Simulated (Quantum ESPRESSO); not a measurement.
# Where does O sit best among Se sites?

These are calculations, not measurements. They come from pw.x of Quantum ESPRESSO 7.5, a plane-wave density functional program, with PseudoDojo standard norm-conserving files (v0.5 for PBE, v0.4.1 for LDA and PBEsol). The cells are made up: elements, strain and atom displacements were drawn at random, and nothing was relaxed. There is no spin polarisation, spin-orbit coupling or dispersion term.

The cell has 8 sites of a zincblende or diamond lattice. Sites 1 to 4 hold Mg Mg Mg Mg; sites 5 to 8 hold X X X X. Cell vectors in Å: (5.821, 0.031, 0.020); (0.031, 5.638, -0.088); (0.020, -0.088, 5.658). Settings: PBE, cutoff 1170 eV, 4 x 4 x 4 k mesh shifted by half a step, Fermi-Dirac smearing of 0.025 eV.

In each run one of the sites marked X holds O and the others hold Se; cell and positions stay the same. E is the free energy of the cell.

| site of the guest | first shell | mean distance (Å) | E above the lowest (eV) | P (GPa) | force on the guest (eV/Å) |
| --- | --- | --- | --- | --- | --- |
| 5 | Mg4 | 2.362 | 0.000 | 1.03 | 0.269 |
| 6 | Mg4 | 2.554 | 1.868 | 4.18 | 0.402 |
| 7 | Mg4 | 2.535 | 1.744 | 3.97 | 0.571 |
| 8 | Mg4 | 2.466 | 1.189 | 2.98 | 0.370 |

A rerun of one of these cells at 1467 eV and k mesh 6 x 6 x 6 moved values by no more than 0.004 eV in the cell's energy, 0.02 GPa in stress and 0.007 eV/Å in force.

## Reading the table

Site 5 is lowest, by 1.189 eV, over three times the rerun's bound. A straight line of energy against the mean distance has a slope of 9.8 ± 0.7 eV/Å, so the guest costs less on the tighter sites. The positions are random and not relaxed, so the differences hold for this frozen cell and are not site preferences of a real crystal.